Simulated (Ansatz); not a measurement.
A trial cell of Al2B2N, before relaxation:

```
CELL_PARAMETERS angstrom
-2.54825 2.54825 2.66233
2.54825 -2.54825 2.66233
2.54825 2.54825 -2.66233
ATOMIC_POSITIONS crystal
Al 0.42046 0.92046 0.50000
Al 0.07954 0.57954 0.50000
B 0.50000 0.50000 0.00000
B 0.75000 0.25000 0.50000
N 0.00000 0.00000 0.00000
```

Method: Ansatz, DFT PBE, scalar-relativistic, plane waves, PAW. Cutoff 420 eV, Gaussian smearing, Γ-centred meshes. Cell and atoms relax first on a coarse mesh and then on a finer one. In between, the cell is made exact in the group found at 0.06 Å. In metals the finer mesh still leaves noise of several meV/atom or more. The steps can't lower the symmetry of their start. No spin polarisation in the relaxation; trial moments died out in a coarse test.

A guess keeps its type if space group and coordination stay and the shape of the cell changes little (axis ratios within about 15 %, angles within 6°); the volume may change.

Question: Does it keep its structure type, or change into something else?

Answer: It doesn't keep its type. The symmetry stays I-4m2 (No. 119). The volume per atom grows by 16.7 %, from 13.8 to 16.1 Å³. The shortest distance goes from 1.75 Å (Al–B) to 2.08 Å (Al–B and Al–N). The ratio c/a of the conventional cell changes by a factor of 2.21. Counting neighbours within 15 % of an atom's shortest distance, the start has Al 2, B 2/10, N 10 and the end Al 5, B 2/4, N 4. In detail, at the end around Al lie 2 N at 2.08 Å and 3 B at 2.08–2.13 Å; around B on its first site lie 4 Al at 2.08 Å; N has 4 Al at 2.08 Å; 1 more site not described.

```
CELL_PARAMETERS angstrom
-2.06075 2.06075 4.74967
2.06075 -2.06075 4.74967
2.06075 2.06075 -4.74967
ATOMIC_POSITIONS crystal
Al 0.52560 0.02560 0.50000
Al 0.97440 0.47440 0.50000
B 0.50000 0.50000 0.00000
B 0.75000 0.25000 0.50000
N 0.00000 0.00000 0.00000
```

Formation energies are uncorrected and refer to the elements' standard structures at the same level (N₂ as a molecule).

Question: At what energy does it end?

Answer: +1.17 eV/atom. It can't be a ground state, since the elements alone are lower.

The last run used a 12×12×12 mesh for its 5-atom cell and Gaussian smearing of 0.10 eV. A structure relaxed within its symmetry needn't be a true minimum. Another cell of Al2B2N relaxed alike, in P-3m1, lies 1.52 eV/atom lower, so this cell isn't the stable form at this level.

In counts of neighbours, a slash parts the counts of unlike sites.
